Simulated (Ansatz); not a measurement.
## NbRu: strain and displacement

```yaml
crystal:
  lattice:
    - [3.18400, 0.00000, 0.00000]
    - [0.00000, 3.18400, 0.00000]
    - [0.00000, 0.00000, 3.18400]
  atoms:
    - { symbol: Nb, position: [0.00000, 0.00000, 0.00000] }
    - { symbol: Ru, position: [0.50000, 0.50000, 0.50000] }
```

Atom numbers follow the list: Nb1, Ru2.

The cell comes from COD entry 1523398, which wasn't checked; take it as a given geometry.

Spin polarisation is left out, and whether a magnetic state lies lower isn't shown here.

All numbers below come from Ansatz 0.2.0, DFT, PBEsol, PAW with Ansatz's default frozen-core files, scalar-relativistic.

Numerical set-up: a Γ-centred 11×11×11 k mesh, Fermi–Dirac smearing of 0.03 eV, cutoff 420 eV, no spin polarisation; the PAW files were made with PBE, and the program remakes their frozen cores for this functional.

The unchanged cell is at -9.92 GPa.

In a metal, stresses and small energies carry noise from the k mesh.

x, y and z are the Cartesian axes of the cell as listed; fractional coordinates follow a strain, and an engineering shear is twice the off-diagonal strain component.

One change gave: energy change +0.9 meV/atom; stress change (xx, yy, zz, yz, xz, xy) 0.06, 0.06, 0.06, 0.67, 0.67, 0.67 GPa, compression positive. Which change was it?
A. equal xy, yz and zx engineering shear strains of -2 %
B. equal xy, yz and zx engineering shear strains of -1 %
C. equal xy, yz and zx engineering shear strains of +1 %
D. equal xy, yz and zx engineering shear strains of +2 %

B. For equal xy, yz and zx engineering shear strains of -2 %: energy change +3.8 meV/atom; stress change (xx, yy, zz, yz, xz, xy) 0.22, 0.22, 0.22, 1.34, 1.34, 1.34 GPa, compression positive. For equal xy, yz and zx engineering shear strains of +1 %: energy change +0.9 meV/atom; stress change (xx, yy, zz, yz, xz, xy) 0.06, 0.06, 0.06, -0.61, -0.61, -0.61 GPa, compression positive. For equal xy, yz and zx engineering shear strains of +2 %: energy change +3.2 meV/atom; stress change (xx, yy, zz, yz, xz, xy) 0.20, 0.20, 0.20, -1.08, -1.08, -1.08 GPa, compression positive.
